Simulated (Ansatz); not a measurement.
The cell of VNiC4N4 is invented: two interpenetrating cyanide-bridged diamond nets (P-43m, No. 215). Lengths were set from tabulated atomic sizes, so they are only a guess.

```yaml
crystal:
  lattice:
    - [5.88262, 0.00000, 0.00000]
    - [0.00000, 5.88262, 0.00000]
    - [0.00000, 0.00000, 5.88262]
  atoms:
    - { symbol: V, position: [0.50000, 0.50000, 0.50000] }
    - { symbol: Ni, position: [0.00000, 0.00000, 0.00000] }
    - { symbol: C, position: [0.18814, 0.18814, 0.18814] }
    - { symbol: C, position: [0.18814, 0.81186, 0.81186] }
    - { symbol: C, position: [0.81186, 0.18814, 0.81186] }
    - { symbol: C, position: [0.81186, 0.81186, 0.18814] }
    - { symbol: N, position: [0.30297, 0.30297, 0.30297] }
    - { symbol: N, position: [0.30297, 0.69703, 0.69703] }
    - { symbol: N, position: [0.69703, 0.30297, 0.69703] }
    - { symbol: N, position: [0.69703, 0.69703, 0.30297] }
```

All numbers below come from DFT PBE, scalar-relativistic, plane waves, PAW (Ansatz 0.2.0). Cutoff 420 eV, Gaussian smearing, Γ-centred meshes. Cell and atoms relax first on a coarse mesh and then on a finer one. In between, the cell is made exact in the group found at 0.06 Å. In metals the finer mesh still leaves noise of several meV/atom or more. The steps can't lower the symmetry of their start. Collinear spin, starting moments V -2.0; Ni -2.0 μB.

A guess keeps its type if space group and coordination stay and the shape of the cell changes little (axis ratios within about 15 %, angles within 6°); the volume may change.

Question: Will the relaxed cell still be of the starting type?

Answer: It keeps its type. The symmetry stays P-43m (No. 215). The volume per atom shrinks by 11.2 %, from 20.4 to 18.1 Å³. The shortest distance goes from 1.17 Å (C–N) to 1.19 Å (C–N). Counting neighbours within 15 % of an atom's shortest distance, the start has C 1, N 1, Ni 4, V 4 and the end C 1, N 1, Ni 4, V 4.

The last run used collinear spin, an 8×8×8 mesh for its 10-atom cell and Gaussian smearing of 0.10 eV. In such compounds of Ni and V a zero gap at this level may well be an artefact, since no Hubbard U is applied. Another magnetic order may lie lower. A structure relaxed within its symmetry needn't be a true minimum.
